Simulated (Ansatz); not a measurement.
GaN (zinc blende): energy against volume

GaN (zinc blende)

```
GaN
1.0
    0.00000     2.27440     2.27440
    2.27440     0.00000     2.27440
    2.27440     2.27440     0.00000
N Ga
1 1
Cartesian
  3.41159   3.41159   3.41159
  0.00000   0.00000   0.00000
```

This relaxed cell (volume V₀) is scaled evenly in all directions, its shape held. Symmetry pins the atoms to their sites.

Computed with PBE (plane waves to 420 eV, PAW, scalar-relativistic; Ansatz, a program for electronic structure). k mesh 12×12×12 (Γ-centred), Fermi-Dirac smearing 0.05 eV. Energies are smeared free energies. Compression counts positive. GaN was relaxed with its symmetry unable to fall. The PAW data are Ansatz's earlier set. ΔE is measured from the relaxed starting cell.

```tsv
a (Å)	ΔE (kJ/mol of atoms)	P (GPa)
4.4559	2.45	12.2
4.4795	1.34	8.8
4.5028	0.58	5.6
4.5259	0.14	2.7
4.5488	0.00	0.0
4.5714	0.13	-2.5
4.5938	0.52	-4.7
4.6160	1.14	-6.8
4.6380	1.97	-8.8
```

Key numbers:

```yaml
pressure_at_the_smallest_volume: 12.2 GPa
energy_cost_of_the_largest_compression: 25.4 meV/atom
energy_cost_of_the_largest_expansion: 20.4 meV/atom
Bulk modulus B₀ (third-order Birch-Murnaghan fit): 172 GPa
Pressure derivative B₀′ (fit): 4.4
equilibrium_volume_of_the_fit: 11.77 Å³/atom
Pressure for 5 % compression (fit): 9.9 GPa
```

The 9 points together took about 19 core-seconds (a rough figure).

(Under strain, the slope of the energy per volume gives the stress and its curvature an elastic modulus.)
